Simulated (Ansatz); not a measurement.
Structure types of Pb compared at 41 GPa

Structure types of Pb are relaxed in primitive cells with their symmetry kept at 41 GPa, on PAW files; LAPW relaxes the small cells further and takes the PAW cell for the others (marked *). The enthalpy is E + pV at zero temperature, without zero-point motion. Only the types listed were tried, and differences under about 5 meV/atom are mesh noise. The real phase may be another.

Computed with Ansatz 0.2.0; functional LDA, scalar-relativistic. Settings: Fermi–Dirac smearing of 0.1 eV, no spin polarisation. Methods: LAPW: all electrons, basis error target 0.5 meV/atom; PAW: frozen-core files, cutoff 420 eV.

k meshes: fcc 15×15×15, bcc 16×16×16, hcp 14×14×8, dhcp 12×12×3, omega 8×8×10, sc 14×14×14.

Spin–orbit coupling is left out, which matters for the heavy atoms. The PAW files were made under PBE.

| start type | ends as | a, b, c (Å) | V (Å³/atom) | H − H(lowest), LAPW (meV/atom) |
| --- | --- | --- | --- | --- |
| fcc | fcc, Fm-3m | 4.357, 4.357, 4.357 | 20.68 | ? |
| bcc | bcc, Im-3m | 3.451, 3.451, 3.451 | 20.56 | ? |
| hcp | hcp, P6_3/mmc | 3.058, 3.058, 5.080 | 20.58 | 0.0 |
| dhcp* | dhcp, P6_3/mmc | 3.080, 3.080, 10.040 | 20.63 | 12.7 |
| omega | omega, P6/mmm | 4.958, 4.958, 2.918 | 20.70 | 75.6 |
| sc | sc, Pm-3m | 2.795, 2.795, 2.795 | 21.83 | 562.0 |

**Question.** Give the missing entry: row "bcc", column "H − H(lowest), LAPW (meV/atom)".

**Answer.** 24.5.

**Question.** What belongs in the row "fcc", column "H − H(lowest), LAPW (meV/atom)"?

**Answer.** 20.0.

**Question.** Split the lead of hcp over dhcp into energy and pV.

**Answer.** For dhcp less hcp: ΔE = -0.2 meV/atom, and p·ΔV = 41 GPa × +0.0504 Å³ × 6.242 meV/(GPa·Å³) = +12.9 meV/atom, together 12.7 meV/atom. hcp wins by its smaller volume, against the internal energy.
